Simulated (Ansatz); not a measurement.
From the elastic tensor of Al₃Cu at 8 GPa (stress–strain coefficients) to moduli and sound speeds

All numbers below come from DFT LDA, scalar-relativistic, plane waves, PAW in Ansatz. Cutoff 420 eV, 16×16×6 k-points (Γ-centred), Fermi-Dirac smearing of 0.15 eV. No spin polarisation.

Symmetry: P4/mmm, No. 123, tetragonal system. Conventional cell: a = 2.701 Å, b = 2.701 Å, c = 7.331 Å, α = 90.00°, β = 90.00°, γ = 90.00°. Al (site symmetry 4/mmm) has 12 Al at 2.70 to 2.79 Å as nearest neighbours. Around Al (site symmetry 4mm) lie 4 Cu at 2.51 Å and 8 Al at 2.70 to 2.79 Å. Around Cu (site symmetry 4/mmm) lie 8 Al at 2.51 Å and 4 Cu at 2.70 Å.

In a metal, frequencies and elastic constants depend on the k mesh and the smearing, soft modes and shear constants most. Other phases may be more stable at this pressure.

Relaxed-ion constants (GPa, on the Cartesian axes of the calculation):
```
200.3 126.3  90.5   0.0   0.0   0.0
126.3 200.3  90.5   0.0   0.0   0.0
 90.4  90.4 233.6   0.0   0.0   0.0
  0.0   0.0   0.0  64.7   0.0   0.0
  0.0   0.0   0.0   0.0  64.7   0.0
  0.0   0.0   0.0   0.0   0.0  51.0
```

Density 4.486 g/cm³; 4 atoms in 53.49 Å³.

The values that follow are for a polycrystal of randomly turned grains, by Hill's mean where one number stands.

With S = C⁻¹: B_V = (C11+C22+C33+2(C12+C13+C23))/9, G_V = (C11+C22+C33−C12−C13−C23+3(C44+C55+C66))/15, 1/B_R = S11+S22+S33+2(S12+S13+S23), 15/G_R = 4(S11+S22+S33−S12−S13−S23)+3(S44+S55+S66); Hill is their mean. Then v_l = √((B+4G/3)/ρ), v_t = √(G/ρ), v_m = [(2/v_t³+1/v_l³)/3]^(−1/3) and Θ = (ħ/k_B)·v_m·(6π²n/V)^(1/3) for n atoms in the volume V; E = 9BG/(3B+G), ν = (3B−2G)/(2(3B+G)) and A^U = 5G_V/G_R + B_V/B_R − 6.

- Bulk modulus, Voigt / Reuss / Hill: 138.7 / 138.7 / 138.7 GPa
- Shear modulus, Voigt / Reuss / Hill: 57.9 / 54.7 / 56.3 GPa
- Young's modulus: 149 GPa
- Poisson ratio: 0.321
- Pugh ratio B/G: 2.46
- Universal anisotropy index: 0.29
- Longitudinal and transverse sound speeds: 6903 and 3542 m/s
- Debye temperature from the mean sound speed: 498 K

Whether Al3Cu exists in this form wasn't checked.

Cost: 1 run of about 11 core-minutes, on AMD EPYC (Zen 3) (shared hosts).